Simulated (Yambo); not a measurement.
A G0W0@PBEsol run in Yambo for TlCl (CsCl type, space group Pm-3m, No. 221) (4×4×4 Γ-centred k mesh, 208 bands and a 8 Ry block in the screening, 208 bands in G with the Bruneval-Gonze terminator, plasmon pole fitted at 27.2 eV) gives these matrix elements, in eV, at the band edges (X → R):

```
state               E0    <Vxc>     <Σx>  <Σc(E0)>      Z
---------------  -----  -------  -------  --------  -----
valence edge     0.000  -14.310  -17.155     1.409  0.796
conduction edge  1.500   -9.317   -6.408    -2.607  0.830
```

Q: Solve the linearised quasiparticle equation for both states, give the gap, and say how exchange and correlation each act on it.

A: E = E0 + Z(Σx + Σc − Vxc). Valence: 0.000 + 0.796 × (-17.155 + (1.409) − (-14.310)) = -1.14 eV. Conduction: 1.500 + 0.830 × (-6.408 + (-2.607) − (-9.317)) = 1.75 eV. The gap is 2.89 eV, against 1.50 eV in PBEsol. Replacing Vxc by bare exchange alone would open it by 5.75 eV; correlation takes back 4.02 eV of that, and Z scales what is left. Nearest settings tried, and what they do to the gap: 94 bands in W: -42 meV. Not varied: bands in G, block, mesh. So the settings aren't converged at that level. 

The standard potential for Tl keeps a d shell in the valence without the s and p states of that shell. In tests on such compounds this moved G0W0 gaps by up to about 0.9 eV, so absolute quasiparticle energies here are unreliable; differences between settings are what counts.

Spin-orbit coupling is included.

Geometry of the Materials Project entry, not relaxed at this level; primitive cell a = 3.837 Å, b = 3.837 Å, c = 3.837 Å, α = 90.00°, β = 90.00°, γ = 90.00°.
